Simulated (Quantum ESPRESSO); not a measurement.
## TiGeAlO5F (finding a planted mistake in a log)

Computed values, not a measurement. The program is pw.x of Quantum ESPRESSO 7.5 (plane-wave density functional theory). The cell is made up: 9 atoms on a corundum lattice with one site empty, with randomly drawn elements, strain and displacements, not relaxed. PseudoDojo standard norm-conserving files (v0.5 for PBE, v0.4.1 for LDA and PBEsol) set the functional; there is no spin polarisation, spin-orbit coupling or dispersion term, and the masses in the input are unused placeholders.

Intended input:

```
&control calculation='scf', pseudo_dir='./dojo.nc.sr.pbe.v0_5.standard.upf', outdir='./o', disk_io='low', tprnfor=.true., tstress=.true. /
&system ibrav=0, nat=9, ntyp=5, nbnd=39, ecutwfc=84.00895049, nosym=.true., tot_charge=0,
 occupations='smearing', smearing='fd', degauss=0.0018374661
/
&electrons conv_thr=7.350e-09, electron_maxstep=60, /
ATOMIC_SPECIES
Al 1.0 Al.upf
F 1.0 F.upf
Ge 1.0 Ge.upf
O 1.0 O.upf
Ti 1.0 Ti.upf
CELL_PARAMETERS angstrom
2.4214 1.398 4.4032
-2.4214 1.398 4.4032
0.0 -2.796 4.4032
ATOMIC_POSITIONS angstrom
Ti 0.042 -0.0468 1.8928
Ge -0.0219 -0.0885 8.611
Al 0.0579 -0.0017 11.2337
O -0.8773 1.2209 7.7711
F -0.729 -1.5367 7.6597
O 1.7352 0.0008 7.5648
O 0.7765 -1.3286 5.5164
O 0.8005 1.4802 5.4694
O -1.6211 -0.1642 5.5032
K_POINTS automatic
6 6 6 1 1 1
```

The log is shortened where brackets say so; the opening notice, blank lines, dates and the lines on written files are dropped, and the path of the files is cut. It prints rydbergs, bohrs and kilobars, and counts compression as positive stress. Where no state is partly filled, the Fermi energy that it prints is only some level between the filled and the empty states on the mesh, and need not lie in the true gap.

Log of the intended run:

```
     Program PWSCF v.7.5
     Parallel version (MPI & OpenMP), running on       4 processor cores
     Number of MPI processes:                 4
     Threads/MPI process:                     1
     [start-up lines left out]
     bravais-lattice index     =            0
     lattice parameter (alat)  =       9.8566  a.u.
     unit-cell volume          =     603.5176 (a.u.)^3
     number of atoms/cell      =            9
     number of atomic types    =            5
     number of electrons       =        66.00
     number of Kohn-Sham states=           39
     kinetic-energy cutoff     =      84.0090  Ry
     charge density cutoff     =     336.0358  Ry
     scf convergence threshold =      7.3E-09
     mixing beta               =       0.7000
     number of iterations used =            8  plain     mixing
     Exchange-correlation= PBE
                           (   1   4   3   4   0   0   0)
     [axes and pseudopotential details left out]
   Cartesian axes
     site n.     atom                  positions (alat units)
         1        Ti     tau(   1) = (   0.0080523  -0.0089725   0.3628895  )
         2        Ge     tau(   2) = (  -0.0041987  -0.0169673   1.6509093  )
         3        Al     tau(   3) = (   0.0111006  -0.0003259   2.1537359  )
         4        O      tau(   4) = (  -0.1681968   0.2340721   1.4898829  )
         5        F      tau(   5) = (  -0.1397646  -0.2946176   1.4685252  )
         6        O      tau(   6) = (   0.3326742   0.0001534   1.4503308  )
         7        O      tau(   7) = (   0.1488713  -0.2547205   1.0576096  )
         8        O      tau(   8) = (   0.1534726   0.2837854   1.0485987  )
         9        O      tau(   9) = (  -0.3107989  -0.0314806   1.0550789  )
     number of k points=   108  Fermi-Dirac smearing, width (Ry)=  0.0018
     Number of k-points >= 100: set verbosity='high' to print them.
     Dense  grid:    62851 G-vectors     FFT dimensions: (  60,  60,  60)
     Estimated max dynamical RAM per process >     221.59 MB
     Estimated total dynamical RAM >     840.32 MB
     Initial potential from superposition of free atoms
     starting charge      65.9951, renormalised to      66.0000
     Starting wfcs are   47 randomized atomic wfcs
     total cpu time spent up to now is        4.8 secs
     per-process dynamical memory:   188.4 Mb
     Self-consistent Calculation
     iteration #  1     ecut=    84.01 Ry     beta= 0.70
     Davidson diagonalization with overlap
     ethr =  1.00E-02,  avg # of iterations =  2.0
     total cpu time spent up to now is       14.4 secs
     total energy              =    -515.82668568 Ry
     estimated scf accuracy    <       2.66191895 Ry
     iteration #  2     ecut=    84.01 Ry     beta= 0.70
     Davidson diagonalization with overlap
     ethr =  4.03E-03,  avg # of iterations =  3.1
     total cpu time spent up to now is       25.2 secs
     total energy              =    -512.43157962 Ry
     estimated scf accuracy    <      29.08290836 Ry
     [iterations 3 to 12 left out]
     iteration # 13     ecut=    84.01 Ry     beta= 0.70
     Davidson diagonalization with overlap
     ethr =  8.90E-10,  avg # of iterations =  2.0
     total cpu time spent up to now is      125.8 secs
     total energy              =    -517.15239740 Ry
     estimated scf accuracy    <       0.00000005 Ry
     iteration # 14     ecut=    84.01 Ry     beta= 0.70
     Davidson diagonalization with overlap
     ethr =  8.01E-11,  avg # of iterations =  2.0
     total cpu time spent up to now is      134.2 secs
     End of self-consistent calculation
     Number of k-points >= 100: set verbosity='high' to print the bands.
     the Fermi energy is     9.5749 ev
!    total energy              =    -517.15239740 Ry
     estimated scf accuracy    <          1.9E-09 Ry
     smearing contrib. (-TS)   =       0.00000000 Ry
     internal energy E=F+TS    =    -517.15239740 Ry
     The total energy is F=E-TS. E is the sum of the following terms:
     one-electron contribution =    -189.81577389 Ry
     hartree contribution      =     137.40349356 Ry
     xc contribution           =    -116.56399635 Ry
     ewald contribution        =    -348.17612072 Ry
     convergence has been achieved in  14 iterations
     Forces acting on atoms (cartesian axes, Ry/au):
     atom    1 type  5   force =     0.06158111   -0.08392987   -0.05447095
     atom    2 type  3   force =     0.09773301    0.10323513    0.05974756
     atom    3 type  1   force =    -0.06706716   -0.04581782   -0.03614060
     atom    4 type  4   force =     0.04293434    0.07808472   -0.08342208
     atom    5 type  2   force =    -0.03659853   -0.00313954    0.01958068
     atom    6 type  4   force =    -0.09160218   -0.01621957    0.06516958
     atom    7 type  4   force =     0.10071597   -0.08849229    0.01072336
     atom    8 type  4   force =    -0.05322954    0.06548198    0.00955254
     atom    9 type  4   force =    -0.05446701   -0.00920273    0.00925990
     Total force =     0.321650     Total SCF correction =     0.000101
     Computing stress (Cartesian axis) and pressure
          total   stress  (Ry/bohr**3)                   (kbar)     P=       45.50
   0.00008624   0.00017667   0.00025073           12.69       25.99       36.88
   0.00017667   0.00027303   0.00063375           25.99       40.16       93.23
   0.00025073   0.00063375   0.00056872           36.88       93.23       83.66
     init_run     :      4.51s CPU      4.72s WALL (       1 calls)
     electrons    :    128.80s CPU    129.44s WALL (       1 calls)
     forces       :      1.38s CPU      1.39s WALL (       1 calls)
     stress       :      4.54s CPU      4.54s WALL (       1 calls)
     [timing details left out]
     PWSCF        :   2m19.34s CPU   2m20.24s WALL
     JOB DONE.
```

A second run was made from an input with one planted mistake. Its log:

```
     Program PWSCF v.7.5
     Parallel version (MPI & OpenMP), running on       4 processor cores
     Number of MPI processes:                 4
     Threads/MPI process:                     1
     [start-up lines left out]
     bravais-lattice index     =            0
     lattice parameter (alat)  =       9.8566  a.u.
     unit-cell volume          =     603.5176 (a.u.)^3
     number of atoms/cell      =            9
     number of atomic types    =            5
     number of electrons       =        66.00
     number of Kohn-Sham states=           39
     kinetic-energy cutoff     =      53.5805  Ry
     charge density cutoff     =     214.3220  Ry
     scf convergence threshold =      7.3E-09
     mixing beta               =       0.7000
     number of iterations used =            8  plain     mixing
     Exchange-correlation= PBE
                           (   1   4   3   4   0   0   0)
     [axes and pseudopotential details left out]
   Cartesian axes
     site n.     atom                  positions (alat units)
         1        Ti     tau(   1) = (   0.0080523  -0.0089725   0.3628895  )
         2        Ge     tau(   2) = (  -0.0041987  -0.0169673   1.6509093  )
         3        Al     tau(   3) = (   0.0111006  -0.0003259   2.1537359  )
         4        O      tau(   4) = (  -0.1681968   0.2340721   1.4898829  )
         5        F      tau(   5) = (  -0.1397646  -0.2946176   1.4685252  )
         6        O      tau(   6) = (   0.3326742   0.0001534   1.4503308  )
         7        O      tau(   7) = (   0.1488713  -0.2547205   1.0576096  )
         8        O      tau(   8) = (   0.1534726   0.2837854   1.0485987  )
         9        O      tau(   9) = (  -0.3107989  -0.0314806   1.0550789  )
     number of k points=   108  Fermi-Dirac smearing, width (Ry)=  0.0018
     Number of k-points >= 100: set verbosity='high' to print them.
     Dense  grid:    31887 G-vectors     FFT dimensions: (  45,  45,  45)
     Estimated max dynamical RAM per process >     113.81 MB
     Estimated total dynamical RAM >     431.87 MB
     Check: negative core charge=   -0.000093
     Initial potential from superposition of free atoms
     starting charge      65.9951, renormalised to      66.0000
     Starting wfcs are   47 randomized atomic wfcs
     total cpu time spent up to now is        2.4 secs
     per-process dynamical memory:    99.7 Mb
     Self-consistent Calculation
     iteration #  1     ecut=    53.58 Ry     beta= 0.70
     Davidson diagonalization with overlap
     ethr =  1.00E-02,  avg # of iterations =  2.0
     total cpu time spent up to now is        7.0 secs
     total energy              =    -515.50908461 Ry
     estimated scf accuracy    <       2.55978706 Ry
     iteration #  2     ecut=    53.58 Ry     beta= 0.70
     Davidson diagonalization with overlap
     ethr =  3.88E-03,  avg # of iterations =  3.2
     total cpu time spent up to now is       12.2 secs
     total energy              =    -512.28901651 Ry
     estimated scf accuracy    <      26.84072748 Ry
     [iterations 3 to 12 left out]
     iteration # 13     ecut=    53.58 Ry     beta= 0.70
     Davidson diagonalization with overlap
     ethr =  8.27E-10,  avg # of iterations =  2.0
     total cpu time spent up to now is       62.1 secs
     total energy              =    -516.77202182 Ry
     estimated scf accuracy    <       0.00000004 Ry
     iteration # 14     ecut=    53.58 Ry     beta= 0.70
     Davidson diagonalization with overlap
     ethr =  6.56E-11,  avg # of iterations =  2.1
     total cpu time spent up to now is       66.3 secs
     End of self-consistent calculation
     Number of k-points >= 100: set verbosity='high' to print the bands.
     the Fermi energy is     9.6712 ev
!    total energy              =    -516.77202183 Ry
     estimated scf accuracy    <          1.3E-09 Ry
     smearing contrib. (-TS)   =       0.00000000 Ry
     internal energy E=F+TS    =    -516.77202183 Ry
     The total energy is F=E-TS. E is the sum of the following terms:
     one-electron contribution =    -188.95876366 Ry
     hartree contribution      =     136.72941392 Ry
     xc contribution           =    -116.36655136 Ry
     ewald contribution        =    -348.17612073 Ry
     convergence has been achieved in  14 iterations
     Forces acting on atoms (cartesian axes, Ry/au):
     atom    1 type  5   force =     0.06085688   -0.08475740   -0.04557841
     atom    2 type  3   force =     0.09439935    0.09839209    0.05543823
     atom    3 type  1   force =    -0.06691359   -0.04573890   -0.03655453
     atom    4 type  4   force =     0.03981264    0.07832721   -0.08387210
     atom    5 type  2   force =    -0.03425931   -0.00292775    0.01852932
     atom    6 type  4   force =    -0.08708898   -0.01423076    0.06060213
     atom    7 type  4   force =     0.09989032   -0.08357787    0.01200143
     atom    8 type  4   force =    -0.05471268    0.06559030    0.00887997
     atom    9 type  4   force =    -0.05198463   -0.01107692    0.01055397
     Total force =     0.312561     Total SCF correction =     0.000080
     Computing stress (Cartesian axis) and pressure
          total   stress  (Ry/bohr**3)                   (kbar)     P=     -607.91
  -0.00435592   0.00016394   0.00024434         -640.78       24.12       35.94
   0.00016394  -0.00416281   0.00063904           24.12     -612.37       94.01
   0.00024434   0.00063904  -0.00387870           35.94       94.01     -570.58
     init_run     :      2.18s CPU      2.28s WALL (       1 calls)
     electrons    :     63.60s CPU     63.90s WALL (       1 calls)
     forces       :      0.70s CPU      0.70s WALL (       1 calls)
     stress       :      2.40s CPU      2.41s WALL (       1 calls)
     [timing details left out]
     PWSCF        :   1m 9.03s CPU   1m 9.48s WALL
     JOB DONE.
```

Question: what was wrong in the second input?

Answer: the plane-wave cutoff is too low. The input lines that differ, file-writing options aside:

```
- &system ibrav=0, nat=9, ntyp=5, nbnd=39, ecutwfc=84.00895049, nosym=.true., tot_charge=0,
+ &system ibrav=0, nat=9, ntyp=5, nbnd=39, ecutwfc=53.58051173, nosym=.true., tot_charge=0,
```

```
                                            intended run  run with the mistake
                          free energy (eV)     -7036.217             -7031.042
                    smearing term -TS (eV)        0.0000                0.0000
                            pressure (GPa)          4.55                -60.79
            largest force component (eV/Å)         2.654                 2.568
largest change of a force component (eV/Å)                               0.229
                                iterations            14                    14
```

For scale, a rerun of the intended cell at 1437 eV and a 8 x 8 x 8 mesh moved values by no more than 0.003 eV in energy, 0.04 GPa in stress and 0.002 eV/Å in force.